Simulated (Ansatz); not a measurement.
A relaxed structure of CdS is spoiled in several ways and relaxed again each time (noise and exchanges are one random draw each; pressure is positive under compression). The numbers are results of PBE (plane waves to 420 eV, PAW, scalar-relativistic; Ansatz, an electronic-structure program), not measurements.

Space group P6₃mc (No. 186); a = b = 4.1959 Å, c = 6.8313 Å, α = β = 90.00°, γ = 120.00°

```
atom  site  symmetry       x       y       z
----  ----  --------  ------  ------  ------
Cd      2b       3m.  0.6667  0.3333  0.4993
S       2b       3m.  0.3333  0.6667  0.3755
```

Task: One start gave a first pressure of +11.3 GPa and released 0.28 eV/atom. Which change was it?
(A) with every coordinate shifted by Gaussian noise of σ = 0.3 Å
(B) with every coordinate shifted by Gaussian noise of σ = 0.45 Å
(C) deformed by the Cartesian strain tensor (xx, yy, zz, yz, xz, xy) = (0.016, -0.090, -0.034, 0.042, -0.089, -0.078)
(D) doubled along one cell vector, shaken by Gaussian noise of σ = 0.08 Å a coordinate

Result: C, deformed by the Cartesian strain tensor (xx, yy, zz, yz, xz, xy) = (0.016, -0.090, -0.034, 0.042, -0.089, -0.078). All starts:

```tsv
change	first pressure (GPa)	first V (Å³/atom)	released (eV/atom)	moves	outcome	final group	E − E(parent) (eV/atom)
with every coordinate shifted by Gaussian noise of σ = 0.3 Å	–	26.04	1.8	7	returns to the parent	P6₃mc	0.000
with every coordinate shifted by Gaussian noise of σ = 0.45 Å	12.5	26.04	0.92	6	returns to the parent	P6₃mc	0.000
deformed by the Cartesian strain tensor (xx, yy, zz, yz, xz, xy) = (0.016, -0.090, -0.034, 0.042, -0.089, -0.078)	11.3	22.88	0.28	7	returns to the parent	P6₃mc	0.000
doubled along one cell vector, shaken by Gaussian noise of σ = 0.08 Å a coordinate	0.5	26.04	0.033	3	returns to the parent	P6₃mc	0.000
```

First-step values come from each run's starting, coarser k-mesh (6×6×4, 7×7×4, 3×6×4). Each cell has its own k-point mesh; energy differences are given only to the digits this allows. No spin polarisation in the result.
